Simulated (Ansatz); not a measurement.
CdSe (wurtzite)

```xyz
4
Lattice="4.3019 0.0000 0.0000 -2.1510 3.7256 0.0000 0.0000 0.0000 7.0211" Properties=species:S:1:pos:R:3 pbc="T T T"
Cd     2.1510     1.2419     0.0033
Cd     0.0000     2.4837     3.5138
Se     2.1510     1.2419     4.3863
Se     0.0000     2.4837     0.8758
```

In this cell atom 1 (Cd, nearest neighbour Se at 2.633 Å; its periodic images, 4.3 Å or more away, move with it) is moved by s along Cartesian z, unit vector (0.000, 0.000, 1.000); all other atoms and the cell stay fixed.

Computed with PBEsol (plane waves to 420 eV, PAW, scalar-relativistic; Ansatz, a program for electronic structure). k mesh 7×7×4 (Γ-centred), Fermi-Dirac smearing 0.05 eV. The energy includes the smearing's −TS. CdSe was relaxed with its symmetry unable to fall. ΔE is measured from the undisplaced structure.

```tsv
s (Å)	ΔE (meV/cell)
-0.530	withheld
-0.424	919
-0.318	447
-0.212	173
-0.106	38
0.000	0
0.106	29
0.212	103
0.318	203
0.424	314
0.530	425
```

Task: Fit a polynomial form (powers 2, 3, 4) to the given rows and predict ΔE at s = -0.530.

Result: Least squares on the 10 given rows: ΔE = (3023)·s² + (-3965)·s³ + (2136)·s⁴, in meV/cell with s in Å; root-mean-square residual 3.7 meV/cell. At -0.530 the fit gives 1608 meV/cell; the calculation gives 1677 meV/cell, so the extrapolation is off by -69 (-4.1 %). The quadratic term alone would give 849 meV/cell.

(For displaced atoms, the force is minus the slope of the energy, and its curvature is a force constant, which sets phonon frequencies.)
